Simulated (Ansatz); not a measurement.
Starting cell, Pb (fcc, Cu type):

```
CELL_PARAMETERS angstrom
      4.99091     0.00000     0.00000
      0.00000     4.99091     0.00000
      0.00000     0.00000     4.99091
ATOMIC_POSITIONS crystal
  Pb 0.00000 0.00000 0.00000
  Pb 0.50000 0.50000 0.00000
  Pb 0.50000 0.00000 0.50000
  Pb 0.00000 0.50000 0.50000
```

In each cell atom 2 (Pb, nearest neighbour Pb at 3.529 Å; its periodic images, 5.0 Å or more away, move with it) moves by s·(0.707, 0.707, 0.000) (along Cartesian [110]), the rest being held.

All values below come from r2SCAN (plane waves to 500 eV, PAW, scalar-relativistic; Ansatz, a program for electronic structure). k mesh 8×8×8 (Γ-centred), Fermi-Dirac smearing 0.05 eV. E stands for the smeared free energy. With partly filled bands, energies and forces of such displacements shift with the k mesh and the smearing. On this mesh the relaxed cell isn't quite at rest: it carries a pressure of 0.2 GPa (compression positive) at the zero of the scan. Pb was relaxed with its symmetry unable to fall. Spin-orbit coupling is left out, though Pb is heavy. The zero of ΔE is the undisplaced structure. The last digit holds for this mesh only.

| s (Å) | ΔE (meV/cell) |
|---|---|
| -0.350 | 48.18 |
| -0.280 | 25.52 |
| -0.210 | 11.74 |
| -0.140 | 4.15 |
| -0.070 | 0.83 |
| 0.000 | 0.00 |
| 0.070 | 0.83 |
| 0.140 | 4.15 |
| 0.210 | 11.74 |
| 0.280 | 25.52 |
| 0.350 | 48.18 |

Task: What force constant k = d²E/ds² at s = 0 does the table give?

Result: 0.3 eV/Å². It is the second difference of the nearest points, corrected with the next pair.

Task: With k = 0.32 eV/Å² from the forces, is the well harmonic out to s = 0.350 Å?

Result: ½ks² = 19.5 meV/cell against the computed 48.2 meV/cell, so the well is stiffer than harmonic there.

(For displaced atoms, the force is minus the slope of the energy, and its curvature is a force constant, which sets phonon frequencies.)
